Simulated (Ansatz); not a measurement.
Relaxed ScAl3 (Cu3Au type):

```xyz
4
Lattice="4.0858 0.0000 0.0000 0.0000 4.0858 0.0000 0.0000 0.0000 4.0858" Properties=species:S:1:pos:R:3 pbc="T T T"
Al     0.0000     2.0429     2.0429
Al     2.0429     2.0429     0.0000
Al     2.0429     0.0000     2.0429
Sc     0.0000     0.0000     0.0000
```

Level of theory: r2SCAN (plane waves to 500 eV, PAW, scalar-relativistic; Ansatz, a quantum-chemistry and plane-wave program). k mesh 9×9×9 (Γ-centred), Fermi-Dirac smearing 0.05 eV. With partly filled bands, energies and forces of such displacements shift with the k mesh and the smearing. ScAl3 is run without spin polarisation. ScAl3 was relaxed with its symmetry unable to fall.

One atom of the cell was then moved (with its periodic images), all else fixed, and the forces (eV/Å) came out as:

```json
[
 {"atom": "Al1", "Fx": "0.509", "Fy": "0.705", "Fz": "0.000"},
 {"atom": "Al2", "Fx": "-0.190", "Fy": "-0.026", "Fz": "0.000"},
 {"atom": "Al3", "Fx": "-0.206", "Fy": "-0.207", "Fz": "0.000"},
 {"atom": "Sc4", "Fx": "-0.112", "Fy": "-0.472", "Fz": "0.000"}
]
```

Q: Which atom was moved, and by which vector (Å)?

A: Al1, by (-0.10, -0.10, 0.00), 0.14 Å in all.

(For displaced atoms, the force is minus the slope of the energy, and its curvature is a force constant, which sets phonon frequencies.)
